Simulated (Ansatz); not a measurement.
# Kick test of a cell of Ti6Ge

The structure comes from a generated guess, relaxed at this level; another structure or a mixture of phases may lie lower.

The calculation used DFT PBE, scalar-relativistic, plane waves, PAW in Ansatz 0.2.0. Plane waves to 420 eV, a k mesh through Γ of 6×6×8 on the computed 7-atom cell and Gaussian smearing (0.10 eV); no spin polarisation.

The cell below (7 atoms, space group P-62m (No. 189)) is relaxed within its symmetry.

```
Ti Ge
1.0
     5.38603    0.00000    0.00000
    -2.69302    4.66444    0.00000
     0.00000    0.00000    4.74071
Ti Ge
6 1
Cartesian
  2.7819 0.0000 2.3704
  -1.3910 2.4092 2.3704
  1.3021 2.2552 2.3704
  1.7430 0.0000 0.0000
  -0.8715 1.5094 0.0000
  1.8215 3.1550 0.0000
  0.0000 0.0000 2.3704
```

For the test it was strained at random (σ = 1.5 % a component), the atoms were moved at random (σ = 0.05 Å), and all was relaxed again on a coarse 6×6×6 mesh (in the run’s order of axes) with 0.20 eV smearing, with no symmetry imposed.

The cell is a metal run without spin; a magnetic state may lie lower.

Task: Is the structure stable against such a distortion?

Result: It doesn't return. The energy falls by 229 meV/atom on that mesh, the volume changes by -0.5 %, and the end has space group C2 (No. 5) at a loose tolerance. Relaxed again on an 8×8×6 mesh with 0.10 eV smearing, the new structure lies 229 meV/atom below the first (mesh in the axes of the run's cell; the cell below is made exact in the group named). Space group C2 (No. 5), monoclinic, a = 9.381 Å, b = 5.011 Å, c = 5.089 Å, β = 97.5°. Around Ti on its first site lie 7 Ti at 2.62–2.86 Å, 2 Ge at 2.85–2.86 Å, 1 Ti at 3.08 Å, 1 Ti at 3.28 Å and 3 Ti at 3.49–3.69 Å; Ti on its second site is surrounded by 8 Ti at 2.63–2.97 Å and 2 Ge at 2.67–2.74 Å; Ti on its third site has 9 Ti at 2.65–3.10 Å, 2 Ge at 2.89–2.97 Å, 1 Ti at 3.28 Å, 1 Ti at 3.49 Å and 1 Ti at 3.66 Å; Ge is surrounded by 12 Ti at 2.67–2.97 Å.

```
Ti Ge
1.0
     4.69032   -2.50568    0.00000
     4.69032    2.50568    0.00000
    -0.66230    0.00000    5.04552
Ti Ge
6 1
Direct
  0.46690 0.62554 0.26740
  0.99390 0.54012 0.07669
  0.45988 0.00610 0.92331
  0.37446 0.53310 0.73260
  0.04777 0.26311 0.52725
  0.73689 0.95223 0.47275
  0.91943 0.08057 0.00000
```
